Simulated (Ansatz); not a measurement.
Starting cell, BN (zinc blende):

```
CELL_PARAMETERS angstrom
      0.00000     1.81236     1.81236
      1.81236     0.00000     1.81236
      1.81236     1.81236     0.00000
ATOMIC_POSITIONS crystal
  N  0.75000 0.75000 0.75000
  B  0.00000 0.00000 0.00000
```

Two-dimensional scan of atom 1 (N, nearest neighbour B at 1.570 Å; its periodic images, 2.6 Å or more away, move with it): u runs along (0.707, 0.707, 0.000), v along (0.000, 0.000, 1.000) (Cartesian). Cell and other atoms are fixed.

The numbers are results of PBE (plane waves to 420 eV, PAW, scalar-relativistic; Ansatz, a program for electronic structure), not measurements. k mesh 13×13×13 (Γ-centred), Fermi-Dirac smearing 0.05 eV. Points where atoms come too close for the PAW data are left out (x in tables, blank in figures). Fu and Fv are the components of the force on the atom. BN was relaxed with its symmetry unable to fall.

Changes of Fv (eV/Å) from the point u = 0.000 Å, v = 0.000 Å when one coordinate moves alone (two changes are said to add if the coupling is within 5 % of the smaller one, nearly so within 20 %):

| point | change |
|---|---|
| u = 0.000 Å, v = -0.520 Å | 6.044 |
| u = 0.000 Å, v = -0.347 Å | 6.162 |
| u = 0.000 Å, v = -0.173 Å | 3.835 |
| u = -0.520 Å, v = 0.000 Å | -13.060 |
| u = -0.347 Å, v = 0.000 Å | -5.665 |
| u = -0.173 Å, v = 0.000 Å | -1.419 |
| u = 0.173 Å, v = 0.000 Å | -1.419 |
| u = 0.347 Å, v = 0.000 Å | -5.665 |
| u = 0.520 Å, v = 0.000 Å | -13.060 |
| u = 0.000 Å, v = 0.173 Å | -3.835 |
| u = 0.000 Å, v = 0.347 Å | -6.162 |
| u = 0.000 Å, v = 0.520 Å | -6.044 |

Question: Do the two effects add at u = -0.520 Å, v = -0.173 Å? Give the computed change.

Answer: The sum of the single changes is -13.060 + (3.835) = -9.225; the calculation gives -4.560, so the coupling contributes 4.665 (over 20 % of the smaller single change, not additive).

Question: What is the change at u = -0.520 Å, v = -0.347 Å, where both move, and how far is it from the sum?

Answer: The sum of the single changes is -13.060 + (6.162) = -6.898; the calculation gives 0.881, so the coupling contributes 7.779 (over 20 % of the smaller single change, not additive).

Question: What is the change at u = 0.347 Å, v = -0.520 Å, where both move, and how far is it from the sum?

Answer: The sum of the single changes is -5.665 + (6.044) = 0.379; the calculation gives 5.049, so the coupling contributes 4.670 (over 20 % of the smaller single change, not additive).

(A displaced cell: forces are minus the slopes of the energy, force constants its curvatures, and phonons follow from these.)
